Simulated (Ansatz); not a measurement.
The elements of this relaxed trial crystal are hidden behind letters.

```
lattice vectors (Å)
   3.2268   -1.6478    0.0000
   3.2268    1.6478    0.0000
  -0.2108    0.0000    6.7452
fractional positions
X 0.6816 0.6816 0.8436
X 0.3184 0.3184 0.1564
Z 0.6538 0.6538 0.4144
Z 0.3462 0.3462 0.5856
Q 0.0000 0.0000 0.0000
```

All numbers below come from DFT PBE, scalar-relativistic, plane waves, PAW in Ansatz. The final run on the 5-atom cell used 420 eV, a Γ-centred 12×12×6 mesh, 0.10 eV smearing and no spin polarisation.

| Property | Result |
| --- | --- |
| Space group | C2/m (No. 12) |
| Conventional cell | a = 6.454 Å, b = 3.296 Å, c = 6.748 Å, β = 91.8° |
| Volume per atom | 14.35 Å³ |
| Density | 5.97 g/cm³ |
| Formation energy | −0.54 eV/atom |
| Gap on the 12×12×6 mesh of the 5-atom cell | 0 eV (a metal) |

Energies are uncorrected and count from the elements' standard states at the same level.

Problem. X is a d-block element of period 5, Z is a p-block element of period 3 and Q is a p-block element of period 2. Which elements are they?

Solution. X = Nb, Z = Si, Q = O, so the formula is Nb2Si2O. Density times volume gives a mean mass of 5.97 × 14.35/1.6605 = 51.6 u per atom, and this set has 51.6 u. Around Nb lie 3 O at 2.28–2.30 Å, 3 Si at 2.64–2.73 Å, 2 Nb at 2.80 Å and 1 Si at 2.90 Å; Si has 3 Si at 2.33–2.35 Å, 3 Nb at 2.64–2.73 Å and 1 Nb at 2.90 Å; O has 6 Nb at 2.28–2.30 Å. Other sets within the hints have nearly the same mass, so mass alone doesn't settle it; this one was computed.

This cell was reached by moving the atoms of another relaxed cell at random and relaxing again, last within the group found; it had no such test of its own.
